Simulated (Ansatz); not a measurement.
## PbS, first-principles data

PbS:
```yaml
crystal:
  lattice:
    - [4.98869, 0.00000, 0.00000]
    - [0.00000, 4.98869, 0.00000]
    - [0.00000, 0.00000, 3.89897]
  atoms:
    - { symbol: Pb, position: [0.50000, 0.00000, 0.33054] }
    - { symbol: Pb, position: [0.00000, 0.50000, 0.66946] }
    - { symbol: S, position: [0.00000, 0.00000, 0.00000] }
    - { symbol: S, position: [0.50000, 0.50000, 0.00000] }
```

Space group P4/nmm (No. 129); conventional cell a = b = 4.989 Å, c = 3.899 Å, α = β = γ = 90.00°.

Method: the program Ansatz at the LDA level (PAW). Structure relaxed to zero pressure with the same functional. Other levels are named where they apply.

Cell and energy:

```json
{
  "volume_per_atom": "24.26 Å³",
  "density": "8.19 g/cm³",
  "Formation energy from the elements (no fitted shifts)": "-0.40 eV/atom"
}
```

Electronic structure:

```json
{
 "band_gap": "0.31 eV (indirect)",
 "valence_band_maximum": "off the standard path, at k = (0.000, 0.297, 0.242) in fractions of the reciprocal vectors",
 "conduction_band_minimum": "off the standard path, at k = (-0.128, -0.128, 0.385) in fractions of the reciprocal vectors",
 "smallest_direct_gap_on_the_standard_path": "0.73 eV",
 "electron_effective_mass": "0.17, 0.25, 0.62 mₑ (principal values)",
 "hole_effective_mass": "0.24, 0.84, 1.3 mₑ (principal values)"
}
```

Mechanics:

```json
{
  "Bulk modulus (Birch–Murnaghan fit)": "33.9 GPa",
  "Pressure derivative B′": "7.7",
  "Elastic constants (relaxed ions, GPa)": "C11 = 37.1, C12 = 91.1, C13 = 21.0, C33 = 40.2, C44 = 4.6, C66 = 40.9",
  "mechanical_stability": "unstable (C has a negative eigenvalue)"
}
```

Phonons:

```json
{
  "Highest zone-centre frequency (without LO–TO term)": "20.6 meV",
  "zone_centre_stability": "no imaginary mode at Γ"
}
```

The start of the workflow was typed in or built on a structure type; neither database checked (COD, Materials Project) lists it. It is not the phase usual at ambient conditions (space group No. 225). The cell was relaxed with LDA under the symmetry of its start. The volume moved by -25 % from the start of the relaxation. A crystal of weakly bound layers computed without a dispersion correction: the cell and the soft elastic constants depend strongly on that. The references are the lowest solids computed at this level, not always the standard phases. Spin–orbit coupling is left out wherever it is not named.

Potentials: the earlier of the program's two PAW sets. The files were generated under PBE; for other functionals the program regenerates the frozen cores, and for LDA and PBEsol the local potential too.
